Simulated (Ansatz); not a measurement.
SiGe$_{3}$:
```yaml
crystal:
  lattice:
    - [3.96664, 0.00000, 0.00000]
    - [0.00000, 3.96664, 0.00000]
    - [0.00000, 0.00000, 5.59428]
  atoms:
    - { symbol: Si, position: [0.00000, 0.00000, 0.00000] }
    - { symbol: Ge, position: [0.50000, 0.00000, 0.24409] }
    - { symbol: Ge, position: [0.50000, 0.50000, 0.50000] }
    - { symbol: Ge, position: [0.00000, 0.50000, 0.75591] }
```

Relaxed with PBEsol. Special points in fractions of this cell's reciprocal vectors: Γ (0.000, 0.000, 0.000); X (0.000, 0.500, 0.000); M (0.500, 0.500, 0.000); Z (0.000, 0.000, 0.500); R (0.000, 0.500, 0.500); A (0.500, 0.500, 0.500).

### Question
List the band energies nearest the valence-band maximum at these points for PBEsol with spin–orbit coupling (plane waves, PAW; program Ansatz).

### Answer
In eV from the valence-band maximum; about four levels below and three above (degenerate sets whole), none deeper than 8.9 eV; points with the same levels are listed once.

```json
[
 {"k": "Γ", "below": "-0.03 -0.03 0.00 0.00", "above": "0.51 0.51 0.53 0.53"},
 {"k": "X", "below": "-1.72 -1.72 -1.42 -1.42", "above": "1.80 1.80 2.12 2.12"},
 {"k": "M", "below": "-3.08 -3.08 -3.04 -3.04", "above": "0.33 0.33 0.51 0.51"},
 {"k": "Z", "below": "-1.98 -1.98 -1.95 -1.95", "above": "0.66 0.66 1.05 1.05"},
 {"k": "R", "below": "-1.40 -1.40 -1.24 -1.24", "above": "0.14 0.14 0.60 0.60"},
 {"k": "A", "below": "-3.97 -3.97 -3.96 -3.96", "above": "4.13 4.13 4.19 4.19"}
]
```

Space group P-4m2. The start of the workflow was typed in or built on a structure type; neither database checked (COD, Materials Project) lists it. Its standing as an ambient phase is unchecked. The PBEsol relaxation kept the symmetry of its start; whether a distortion lowers the energy is not shown.

Potentials: the later of the program's two PAW sets.
